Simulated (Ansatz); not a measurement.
Al in space group P6/mmm (No. 191; Al on 2e, Al on 2d, Al on 3f) under volume change, plane-wave PAW PBEsol (Ansatz code), shape and atoms relaxed at each volume.

| V (Å³/atom) | E − E(relaxed) (meV/atom) | P (GPa) |
|---|---|---|
| 15.399 | 37.8 | 8.63 |
| 15.907 | 15.9 | 5.29 |
| 16.415 | ? | ? |
| 16.922 | 0.0 | 0.01 |
| 17.430 | 3.3 | -2.04 |
| 17.938 | ? | ? |
| 18.446 | 26.9 | -5.23 |

Task: Complete the blanks.

Result: 
- 17.938, E − E(relaxed) (meV/atom): 12.6
- 17.938, P (GPa): -3.77
- 16.415, E − E(relaxed) (meV/atom): 3.8
- 16.415, P (GPa): 2.43

Task: What does a third-order Birch–Murnaghan fit give for V₀, B₀ and B′?

Result: V₀ = 16.93 Å³/atom, B₀ = 73.9 GPa, B′ = 4.5.

The start of the workflow was typed in or built on a structure type; neither database checked (COD, Materials Project) lists it. It is not the phase usual at ambient conditions (space group No. 225). The cell was relaxed with PBEsol under the symmetry of its start. At this level the phase is mechanically unstable.

Potentials: the later of the program's two PAW sets.
